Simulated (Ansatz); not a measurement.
Calculated ¹⁷O NMR of the central transition for CO2

Cell: an entry of the Crystallography Open Database (COD), ions relaxed with PBE at fixed cell.

Space group Pa-3 (No. 205); a = 5.6300 Å.

| site | Wyckoff | site symmetry | x | y | z |
| --- | --- | --- | --- | --- | --- |
| C | 4a | .-3. | 0.0000 | 0.0000 | 0.0000 |
| O | 8c | .3. | 0.1198 | 0.1198 | 0.1198 |

One atom of each set is listed.

The numbers come from a DFT calculation in Ansatz (PBE, plane waves and PAW, scalar-relativistic, 420 eV cutoff, Γ-centred 4×4×4 k-points, Fermi–Dirac smearing 0.02 eV).

¹⁷O has I = 5/2 and Q = -25.58 mb (Pyykkö 2018); at 16.4 T its Larmor frequency is ν₀ = 94.7 MHz. Only the quadrupole interaction is simulated: positions count from each site's isotropic chemical shift, and J coupling is left out, as are shift anisotropy and dipolar coupling, which fast spinning averages.

Simulated pattern of one O site (fast magic-angle spinning, Gaussian broadening 0.1 kHz):

offset (kHz), height and a bar:
```
   -3.230          0 
   -3.102          4 #
   -2.975          6 ##
   -2.847          6 ##
   -2.720          6 ##
   -2.592          6 ##
   -2.465          7 ##
   -2.338          7 ##
   -2.210          7 ##
   -2.083         10 ###
   -1.955         77 #######################
   -1.828         74 ######################
   -1.700         53 ################
   -1.573         47 ##############
   -1.446         44 #############
   -1.318         43 #############
   -1.191         43 #############
   -1.063         44 #############
   -0.936         47 ##############
   -0.808         53 ################
   -0.681         64 ###################
   -0.554        100 ##############################
   -0.426         83 #########################
   -0.299          1
```

(1) Which |C_Q| and η does the pattern imply?

Results:

(1) The pattern spans 2.68 kHz before broadening and its centre of gravity is at -1.25 kHz, which fixes P_Q; the places of the horns and steps fix η. That gives P_Q = 4.44 MHz, |C_Q| = 4.44 MHz and η = 0.00. The sign of C_Q can't be read from the pattern.

An axis of threefold or higher order runs through O, so V_zz lies along it and η is zero.

The database entry as given showed forces above 3 eV/Å or a pressure above 30 GPa, though relaxing it moves no atom far.

The relaxation (4 steps) took 16 s of wall time (16 s of CPU time) and 0.5 GiB at its peak, on 1 thread of Intel Xeon Platinum 8259CL CPU @ 2.50GHz (Skylake/Cascade Lake) (x86_64; 44 cores open to the job, memory cap 2.5 GiB, no GPU), a shared host with a load of 0.5 a core.
